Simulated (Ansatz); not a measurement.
SiC:
```
CELL_PARAMETERS angstrom
      3.05924     0.00000     0.00000
     -1.52962     2.64938     0.00000
      0.00000     0.00000     7.01655
ATOMIC_POSITIONS crystal
  Si 0.50000 0.00000 0.50000
  Si 0.00000 0.50000 0.16667
  Si 0.50000 0.50000 0.83333
  C  0.50000 0.00000 0.00000
  C  0.00000 0.50000 0.66667
  C  0.50000 0.50000 0.33333
```

Relaxed with HSE06. Special points in fractions of this cell's reciprocal vectors: Γ (0.000, 0.000, 0.000); M (0.500, 0.000, 0.000); K (0.333, 0.333, 0.000); A (0.000, 0.000, 0.500); L (0.500, 0.000, 0.500); H (0.333, 0.333, 0.500).

Question: List the band energies nearest the valence-band maximum at these points for HSE06 in the plane-wave PAW code Ansatz.

Answer: In eV from the valence-band maximum; about four levels below and three above (degenerate sets whole), none deeper than 8.9 eV; points with the same levels are listed once.

| k | below | above |
|---|---|---|
| Γ | -0.38 -0.38 -0.26 0.00 | 4.40 4.40 5.49 |
| M | -3.98 -3.25 -2.70 -2.39 | 1.63 2.44 3.67 |
| K | -6.30 -6.30 -3.70 -2.59 -2.59 | 3.59 4.19 4.19 |
| A | -1.10 -0.39 -0.18 -0.18 | 3.97 5.77 5.77 |
| L | -3.80 -3.04 -2.72 -2.24 | 2.72 3.61 4.43 |
| H | -5.44 -5.44 -3.80 -2.67 | 3.77 6.67 6.67 |

Space group P6_222. A made-up cell: these elements were put on the sites of a structure type; neither database checked (COD, Materials Project) lists it. It is not the phase usual at ambient conditions (space group No. 186, 216). The cell was relaxed with HSE06 under the symmetry of its start; its stability against distortions is not shown here. The hybrid was solved on a coarse mesh, the path and, where they were found, the r²SCAN edge points; its band edges are the extreme levels among these.

Potentials: the later of the program's two PAW sets.
